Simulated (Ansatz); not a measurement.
ZnCu in space group Fd-3m (No. 227; Cu on 8b, Zn on 8a) at seven volumes, DFT-PBE in the program Ansatz with PAW potentials, scaled uniformly. One row is withheld.

```csv
V (Å³/atom),P (GPa)
11.875,13.52
12.266,8.18
12.657,3.73
13.049,0.01
13.440,?
13.832,-5.67
14.223,-7.81
```

Fit the shown pressures and predict the withheld one.

Third-order Birch–Murnaghan: P = (3/2)B₀(x^(7/2) − x^(5/2))[1 + (3/4)(B′ − 4)(x − 1)] with x = (V₀/V)^(2/3). Least squares on the six rows gives V₀ = 13.050 Å³/atom, B₀ = 112.8 GPa, B′ = 5.06. At V = 13.440, x = 0.9806 and P = -3.08 GPa. The run itself gave -3.09 GPa.

The start of the workflow was typed in or built on a structure type; neither database checked (COD, Materials Project) lists it. It is not the phase usual at ambient conditions (space group No. 221). The cell was relaxed with PBE under the symmetry of its start; its stability against distortions is not shown here. The run is not spin-polarised.

Potentials: the earlier of the program's two PAW sets.
